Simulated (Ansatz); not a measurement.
Given:

Ge₂W:
```cif
data_Ge16W8
_chemical_formula_sum 'Ge16 W8'
_space_group_name_H-M_alt 'Fddd :1'
_space_group_IT_number 70
_space_group_name_Hall 'F 2 2 -1d'
_cell_length_a 4.82653
_cell_length_b 8.39031
_cell_length_c 9.19086
_cell_angle_alpha 90.000
_cell_angle_beta 90.000
_cell_angle_gamma 90.000
loop_
_space_group_symop_operation_xyz
  'x, y, z'
  '-x, -y, z'
  'x, -y, -z'
  '-x, y, -z'
  '-x+1/4, -y+1/4, -z+1/4'
  'x+1/4, y+1/4, -z+1/4'
  '-x+1/4, y+1/4, z+1/4'
  'x+1/4, -y+1/4, z+1/4'
  'x, y+1/2, z+1/2'
  '-x, -y+1/2, z+1/2'
  'x, -y+1/2, -z+1/2'
  '-x, y+1/2, -z+1/2'
  '-x+1/4, -y+3/4, -z+3/4'
  'x+1/4, y+3/4, -z+3/4'
  '-x+1/4, y+3/4, z+3/4'
  'x+1/4, -y+3/4, z+3/4'
  'x+1/2, y, z+1/2'
  '-x+1/2, -y, z+1/2'
  'x+1/2, -y, -z+1/2'
  '-x+1/2, y, -z+1/2'
  '-x+3/4, -y+1/4, -z+3/4'
  'x+3/4, y+1/4, -z+3/4'
  '-x+3/4, y+1/4, z+3/4'
  'x+3/4, -y+1/4, z+3/4'
  'x+1/2, y+1/2, z'
  '-x+1/2, -y+1/2, z'
  'x+1/2, -y+1/2, -z'
  '-x+1/2, y+1/2, -z'
  '-x+3/4, -y+3/4, -z+1/4'
  'x+3/4, y+3/4, -z+1/4'
  '-x+3/4, y+3/4, z+1/4'
  'x+3/4, -y+3/4, z+1/4'
loop_
_atom_site_label
_atom_site_type_symbol
_atom_site_symmetry_multiplicity
_atom_site_Wyckoff_symbol
_atom_site_fract_x
_atom_site_fract_y
_atom_site_fract_z
_atom_site_occupancy
Ge1 Ge 16 f 0.00000 0.33554 0.00000 1
W1 W 8 a 0.00000 0.00000 0.00000 1
```
(The calculation used a cell of 6 atoms; values per cell refer to that cell.)

This is the PBE-relaxed structure.

### Question
All from the program Ansatz at the PBE level (PAW), unless another level is named. Estimate the electronic character.

### Answer
metallic (no gap).

### Question
Give the formation energy from the elements (no fitted shifts).

### Answer
0.21 eV/atom.

### Question
What about the density of states at the Fermi level?

### Answer
0.48 states/eV per atom (mean over ±0.08 eV).

A made-up cell: these elements were put on the sites of a structure type; neither database checked (COD, Materials Project) lists it. COD files the formula under space group No. 139, so this cell is another polymorph or a model. Whether it is the stable phase at ambient conditions was not checked. The PBE relaxation kept the symmetry of its start; its stability against distortions is not shown here. The run is not spin-polarised. The references are the lowest solids computed at this level, not always the standard phases. Scalar-relativistic: spin–orbit coupling is off unless named, which matters more the heavier the elements.

Potentials: the later of the program's two PAW sets.
